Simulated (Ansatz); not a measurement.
Problem. Each is relaxed and computed with plane-wave PAW LDA (Ansatz code). Which is the only one with a gap?
(A) TePb2Se, R-3m (Te on 3b, Pb on 6c, Se on 3a)
(B) RuC, R-3m (Ru on 6c, C on 6c)
(C) CaSi2, R-3m (Ca on 6c, Si on 6c, Si on 6c)
(D) Ti2C, R-3m (Ti on 6c, C on 3b)

Solution. A, TePb2Se, R-3m (Te on 3b, Pb on 6c, Se on 3a). TePb2Se: gap 0.32 eV (direct); Ti2C: metal; RuC: metal; CaSi2: metal. Standing as an ambient phase not checked: TePb2Se, R-3m (Te on 3b, Pb on 6c, Se on 3a); Ti2C, R-3m (Ti on 6c, C on 3b); RuC, R-3m (Ru on 6c, C on 6c); CaSi2, R-3m (Ca on 6c, Si on 6c, Si on 6c). Perhaps ordered models of mixed-site phases: TePb2Se, R-3m (Te on 3b, Pb on 6c, Se on 3a). All cells were relaxed under the symmetry of their starts (and spin orders); stability against distortions was not tested throughout. Rows with no word on spin ran without spin polarisation. Scalar-relativistic: spin–orbit coupling is off unless named, which matters more the heavier the elements.

Potentials: the later of the program's two PAW sets.
